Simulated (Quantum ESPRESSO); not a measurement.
Hf6Rh2, one run as intended and one with a planted mistake

A calculation, not a measurement. The program is pw.x of Quantum ESPRESSO 7.5 (plane-wave density functional theory). The cell is made up: eight metal atoms on a hexagonal close-packed lattice, with elements, volume, strain and displacements drawn at random and not relaxed, so it may be unstable or far from any real phase. PseudoDojo standard norm-conserving files set the functional (PBE unless stated); there is no spin polarisation or spin-orbit coupling, the Fermi-Dirac width of 0.25 eV means electrons at about 2900 K, and the masses in the input are unused placeholders. Heavy elements are run without spin-orbit coupling, which real alloys of them have. A spin test at this wide smearing found no moment, but such smearing suppresses magnetism that the real alloy may have.

Intended input:

```
&control calculation='scf', pseudo_dir='./dojo.nc.sr.pbe.v0_5.standard.upf', outdir='./o', disk_io='minimal', tprnfor=.true., tstress=.true. /
&system ibrav=0, nat=8, ntyp=2, nbnd=71, ecutwfc=87.97787729, nosym=.true., tot_charge=0,
 occupations='smearing', smearing='fd', degauss=0.0183746611
/
&electrons conv_thr=1.470e-08, electron_maxstep=70, mixing_beta=0.5 /
ATOMIC_SPECIES
Hf 1.0 Hf.upf
Rh 1.0 Rh.upf
CELL_PARAMETERS angstrom
-3.1239 -0.0468 0.0104
0.017 0.0279 -5.1228
-0.1621 -10.7603 0.0592
ATOMIC_POSITIONS angstrom
Hf 0.0097 0.0324 0.0802
Hf -0.0791 -5.3088 0.0524
Hf -0.0568 -3.6582 -2.5077
Rh -0.127 -8.803 -2.5625
Hf -1.56 -2.6946 -0.0581
Hf -1.762 -8.1587 -0.0206
Rh -1.504 -0.7954 -2.6303
Hf -1.5488 -6.358 -2.5268
K_POINTS automatic
7 5 2 1 1 1
```

The log is shortened where brackets say so; the opening notice, blank lines, dates and the lines on written files are dropped, and the path of the files is cut. It prints rydbergs, bohrs and kilobars, and counts compression as positive stress. Its total energy is the free energy E - TS of the whole cell.

Log of the intended run:

```
     Program PWSCF v.7.5
     Parallel version (MPI & OpenMP), running on       4 processor cores
     Number of MPI processes:                 4
     Threads/MPI process:                     1
     [start-up lines left out]
     bravais-lattice index     =            0
     lattice parameter (alat)  =       5.9040  a.u.
     unit-cell volume          =    1161.7426 (a.u.)^3
     number of atoms/cell      =            8
     number of atomic types    =            2
     number of electrons       =       106.00
     number of Kohn-Sham states=           71
     kinetic-energy cutoff     =      87.9779  Ry
     charge density cutoff     =     351.9115  Ry
     scf convergence threshold =      1.5E-08
     mixing beta               =       0.5000
     number of iterations used =            8  plain     mixing
     Exchange-correlation= PBE
                           (   1   4   3   4   0   0   0)
     [axes and pseudopotential details left out]
   Cartesian axes
     site n.     atom                  positions (alat units)
         1        Hf     tau(   1) = (   0.0031047   0.0103704   0.0256700  )
         2        Hf     tau(   2) = (  -0.0253179  -1.6992141   0.0167719  )
         3        Hf     tau(   3) = (  -0.0181803  -1.1708983  -0.8026521  )
         4        Rh     tau(   4) = (  -0.0406495  -2.8176201  -0.8201922  )
         5        Hf     tau(   5) = (  -0.4993170  -0.8624741  -0.0185964  )
         6        Hf     tau(   6) = (  -0.5639721  -2.6113958  -0.0065935  )
         7        Rh     tau(   7) = (  -0.4813928  -0.2545876  -0.8418932  )
         8        Hf     tau(   8) = (  -0.4957321  -2.0350368  -0.8087655  )
     number of k points=    35  Fermi-Dirac smearing, width (Ry)=  0.0184
                       cart. coord. in units 2pi/alat
        k(    1) = (  -0.0705655  -0.0718638  -0.0616131), wk =   0.0571429
        k(    2) = (  -0.0727384   0.0733490  -0.0608294), wk =   0.0571429
     [further k points left out]
     Dense  grid:   129565 G-vectors     FFT dimensions: (  36,  60, 125)
     Estimated max dynamical RAM per process >     386.63 MB
     Estimated total dynamical RAM >       1.42 GB
     Initial potential from superposition of free atoms
     starting charge     105.9876, renormalised to     106.0000
     Starting wfcs are   80 randomized atomic wfcs
     total cpu time spent up to now is        4.8 secs
     per-process dynamical memory:   285.6 Mb
     Self-consistent Calculation
     iteration #  1     ecut=    87.98 Ry     beta= 0.50
     Davidson diagonalization with overlap
     ethr =  1.00E-02,  avg # of iterations =  2.7
     total cpu time spent up to now is       16.2 secs
     total energy              =   -1144.37112106 Ry
     estimated scf accuracy    <       2.78492655 Ry
     iteration #  2     ecut=    87.98 Ry     beta= 0.50
     Davidson diagonalization with overlap
     ethr =  2.63E-03,  avg # of iterations =  6.6
     total cpu time spent up to now is       32.0 secs
     total energy              =   -1141.48454575 Ry
     estimated scf accuracy    <     119.55273837 Ry
     [iterations 3 to 19 left out]
     iteration # 20     ecut=    87.98 Ry     beta= 0.50
     Davidson diagonalization with overlap
     ethr =  3.87E-11,  avg # of iterations =  3.1
     total cpu time spent up to now is      220.4 secs
     total energy              =   -1146.21462570 Ry
     estimated scf accuracy    <       0.00000002 Ry
     iteration # 21     ecut=    87.98 Ry     beta= 0.50
     Davidson diagonalization with overlap
     ethr =  2.07E-11,  avg # of iterations =  1.5
     total cpu time spent up to now is      229.6 secs
     End of self-consistent calculation
     [lines on levels left out]
!    total energy              =   -1146.21462570 Ry
     estimated scf accuracy    <          3.0E-09 Ry
     smearing contrib. (-TS)   =      -0.14423353 Ry
     internal energy E=F+TS    =   -1146.07039217 Ry
     The total energy is F=E-TS. E is the sum of the following terms:
     one-electron contribution =    -339.32972797 Ry
     hartree contribution      =     209.94776950 Ry
     xc contribution           =    -246.36853182 Ry
     ewald contribution        =    -770.31990188 Ry
     convergence has been achieved in  21 iterations
     Forces acting on atoms (cartesian axes, Ry/au):
     atom    1 type  1   force =    -0.00170201   -0.01165897    0.00499791
     atom    2 type  1   force =     0.00651279   -0.01569310   -0.00126917
     atom    3 type  1   force =     0.01084021    0.05000224   -0.01977355
     atom    4 type  2   force =    -0.00083422    0.00358787    0.00209546
     atom    5 type  1   force =    -0.01313658    0.03025614    0.01552547
     atom    6 type  1   force =    -0.00210303   -0.00953298   -0.00026206
     atom    7 type  2   force =     0.00089163   -0.01699822   -0.00062294
     atom    8 type  1   force =    -0.00046879   -0.02996297   -0.00069113
     Total force =     0.078063     Total SCF correction =     0.000263
     Computing stress (Cartesian axis) and pressure
          total   stress  (Ry/bohr**3)                   (kbar)     P=      -64.63
  -0.00023451  -0.00002091  -0.00000718          -34.50       -3.08       -1.06
  -0.00002091  -0.00038709  -0.00000215           -3.08      -56.94       -0.32
  -0.00000718  -0.00000215  -0.00069648           -1.06       -0.32     -102.46
     init_run     :      4.57s CPU      4.80s WALL (       1 calls)
     electrons    :    221.41s CPU    224.78s WALL (       1 calls)
     forces       :      2.19s CPU      2.21s WALL (       1 calls)
     stress       :      7.51s CPU      7.66s WALL (       1 calls)
     [timing details left out]
     PWSCF        :   3m55.75s CPU   3m59.56s WALL
     JOB DONE.
```

A second run has one planted mistake: the files are those of another functional. The input lines that differ:

```
- &control calculation='scf', pseudo_dir='./dojo.nc.sr.pbe.v0_5.standard.upf', outdir='./o', disk_io='minimal', tprnfor=.true., tstress=.true. /
+ &control calculation='scf', pseudo_dir='./dojo.nc.sr.lda.v0_4_1.standard.upf', outdir='./o', disk_io='minimal', tprnfor=.true., tstress=.true. /
```

Its log:

```
     Program PWSCF v.7.5
     Parallel version (MPI & OpenMP), running on       4 processor cores
     Number of MPI processes:                 4
     Threads/MPI process:                     1
     [start-up lines left out]
     bravais-lattice index     =            0
     lattice parameter (alat)  =       5.9040  a.u.
     unit-cell volume          =    1161.7426 (a.u.)^3
     number of atoms/cell      =            8
     number of atomic types    =            2
     number of electrons       =       106.00
     number of Kohn-Sham states=           71
     kinetic-energy cutoff     =      87.9779  Ry
     charge density cutoff     =     351.9115  Ry
     scf convergence threshold =      1.5E-08
     mixing beta               =       0.5000
     number of iterations used =            8  plain     mixing
     Exchange-correlation= SLA  PW   NOGX NOGC
                           (   1   4   0   0   0   0   0)
     [axes and pseudopotential details left out]
   Cartesian axes
     site n.     atom                  positions (alat units)
         1        Hf     tau(   1) = (   0.0031047   0.0103704   0.0256700  )
         2        Hf     tau(   2) = (  -0.0253179  -1.6992141   0.0167719  )
         3        Hf     tau(   3) = (  -0.0181803  -1.1708983  -0.8026521  )
         4        Rh     tau(   4) = (  -0.0406495  -2.8176201  -0.8201922  )
         5        Hf     tau(   5) = (  -0.4993170  -0.8624741  -0.0185964  )
         6        Hf     tau(   6) = (  -0.5639721  -2.6113958  -0.0065935  )
         7        Rh     tau(   7) = (  -0.4813928  -0.2545876  -0.8418932  )
         8        Hf     tau(   8) = (  -0.4957321  -2.0350368  -0.8087655  )
     number of k points=    35  Fermi-Dirac smearing, width (Ry)=  0.0184
                       cart. coord. in units 2pi/alat
        k(    1) = (  -0.0705655  -0.0718638  -0.0616131), wk =   0.0571429
        k(    2) = (  -0.0727384   0.0733490  -0.0608294), wk =   0.0571429
     [further k points left out]
     Dense  grid:   129565 G-vectors     FFT dimensions: (  36,  60, 125)
     Estimated max dynamical RAM per process >     386.63 MB
     Estimated total dynamical RAM >       1.42 GB
     Initial potential from superposition of free atoms
     starting charge     105.9902, renormalised to     106.0000
     Starting wfcs are   80 randomized atomic wfcs
     total cpu time spent up to now is        4.8 secs
     per-process dynamical memory:   294.9 Mb
     Self-consistent Calculation
     iteration #  1     ecut=    87.98 Ry     beta= 0.50
     Davidson diagonalization with overlap
     ethr =  1.00E-02,  avg # of iterations =  2.7
     total cpu time spent up to now is       15.9 secs
     total energy              =   -1145.01143854 Ry
     estimated scf accuracy    <       2.52662296 Ry
     iteration #  2     ecut=    87.98 Ry     beta= 0.50
     Davidson diagonalization with overlap
     ethr =  2.38E-03,  avg # of iterations =  6.9
     total cpu time spent up to now is       32.1 secs
     total energy              =   -1142.14710517 Ry
     estimated scf accuracy    <     114.41457035 Ry
     [iterations 3 to 17 left out]
     iteration # 18     ecut=    87.98 Ry     beta= 0.50
     Davidson diagonalization with overlap
     ethr =  3.35E-10,  avg # of iterations =  2.0
     total cpu time spent up to now is      204.5 secs
     total energy              =   -1146.67333706 Ry
     estimated scf accuracy    <       0.00000010 Ry
     iteration # 19     ecut=    87.98 Ry     beta= 0.50
     Davidson diagonalization with overlap
     ethr =  9.18E-11,  avg # of iterations =  1.7
     total cpu time spent up to now is      214.0 secs
     End of self-consistent calculation
     [lines on levels left out]
!    total energy              =   -1146.67333706 Ry
     estimated scf accuracy    <       0.00000001 Ry
     smearing contrib. (-TS)   =      -0.14602704 Ry
     internal energy E=F+TS    =   -1146.52731002 Ry
     The total energy is F=E-TS. E is the sum of the following terms:
     one-electron contribution =    -341.69990635 Ry
     hartree contribution      =     209.85916033 Ry
     xc contribution           =    -244.36666211 Ry
     ewald contribution        =    -770.31990188 Ry
     convergence has been achieved in  19 iterations
     Forces acting on atoms (cartesian axes, Ry/au):
     atom    1 type  1   force =    -0.00151929   -0.00946369    0.01098438
     atom    2 type  1   force =     0.00550301   -0.01014075   -0.00104718
     atom    3 type  1   force =     0.00900268    0.04243439   -0.01555253
     atom    4 type  2   force =    -0.00197273    0.01165892    0.00142394
     atom    5 type  1   force =    -0.01094391    0.02587512    0.01208657
     atom    6 type  1   force =    -0.00268167   -0.01272792   -0.00125095
     atom    7 type  2   force =     0.00132842   -0.01482973   -0.00611629
     atom    8 type  1   force =     0.00128350   -0.03280632   -0.00052794
     Total force =     0.071103     Total SCF correction =     0.000407
     Computing stress (Cartesian axis) and pressure
          total   stress  (Ry/bohr**3)                   (kbar)     P=     -160.43
  -0.00089606  -0.00000828  -0.00000806         -131.81       -1.22       -1.19
  -0.00000828  -0.00105058  -0.00000527           -1.22     -154.55       -0.77
  -0.00000806  -0.00000527  -0.00132519           -1.19       -0.77     -194.94
     init_run     :      4.37s CPU      4.56s WALL (       1 calls)
     electrons    :    203.83s CPU    209.28s WALL (       1 calls)
     forces       :      2.17s CPU      2.22s WALL (       1 calls)
     stress       :      7.46s CPU      7.66s WALL (       1 calls)
     [timing details left out]
     PWSCF        :   3m38.02s CPU   3m43.97s WALL
     JOB DONE.
```

```
                                            intended run  run with the mistake
                          free energy (eV)    -15595.044            -15601.286
         entropy term -TS, part of it (eV)        -1.962                -1.987
                            pressure (GPa)         -6.46                -16.04
size of the largest force component (eV/Å)         1.286                 1.091
largest change of a force component (eV/Å)                               0.208
                                iterations            21                    19
```

For scale, a rerun of the intended cell at a higher cutoff and on a denser mesh moved values by no more than 0.012 eV in energy, 0.12 GPa in stress and 0.005 eV/Å in force, and a second program with other atomic files agreed on that cell to 2 % rms in force and 0.5 GPa in pressure. Files of another functional or element have another zero of energy, so the energy change says nothing on stability.